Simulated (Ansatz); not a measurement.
CdS (zinc blende), conventional cell a = 5.927 Å, b = 5.927 Å, c = 5.927 Å, α = 90.00°, β = 90.00°, γ = 90.00°. The calculation uses the primitive cell of 2 atoms, to which meshes and values per cell refer.

Two coordinates are scanned: the volume, and the ratio of the stretch along z (the conventional c axis) to the stretch across it. Atoms keep their fractional coordinates.

Method: PBE (plane waves to 420 eV, PAW, scalar-relativistic; Ansatz, a program for electronic structure). k mesh 10×10×10 (Γ-centred), Fermi-Dirac smearing 0.05 eV. The energy includes the smearing's −TS. CdS was relaxed with its symmetry unable to fall.

Changes of ΔE (meV/atom) from the point V/V₀ = 1.000, (c/a)/(c/a)₀ = 1.000 when one coordinate moves alone (two changes are said to add if the coupling is within 5 % of the smaller one, nearly so within 20 %):

```tsv
point	change
V/V₀ = 1.000, (c/a)/(c/a)₀ = 0.880	14.77
V/V₀ = 1.000, (c/a)/(c/a)₀ = 0.920	6.63
V/V₀ = 1.000, (c/a)/(c/a)₀ = 0.960	1.68
V/V₀ = 0.960, (c/a)/(c/a)₀ = 1.000	7.49
V/V₀ = 0.973, (c/a)/(c/a)₀ = 1.000	3.25
V/V₀ = 0.987, (c/a)/(c/a)₀ = 1.000	0.79
V/V₀ = 1.013, (c/a)/(c/a)₀ = 1.000	0.75
V/V₀ = 1.027, (c/a)/(c/a)₀ = 1.000	2.93
V/V₀ = 1.040, (c/a)/(c/a)₀ = 1.000	6.44
V/V₀ = 1.000, (c/a)/(c/a)₀ = 1.040	1.73
V/V₀ = 1.000, (c/a)/(c/a)₀ = 1.080	7.05
V/V₀ = 1.000, (c/a)/(c/a)₀ = 1.120	16.12
```

### Question
What is the change at V/V₀ = 0.960, (c/a)/(c/a)₀ = 1.080, where both move, and how far is it from the sum?

### Answer
The sum of the single changes is 7.49 + (7.05) = 14.54; the calculation gives 13.52, so the coupling contributes -1.02 (under 20 % of the smaller single change, nearly additive).

### Question
Do the two effects add at V/V₀ = 1.040, (c/a)/(c/a)₀ = 0.960? Give the computed change.

### Answer
The sum of the single changes is 6.44 + (1.68) = 8.12; the calculation gives 8.37, so the coupling contributes 0.25 (under 20 % of the smaller single change, nearly additive).

(A scan under strain: stresses follow from slopes of the energy per volume, elastic moduli from its curvatures.)
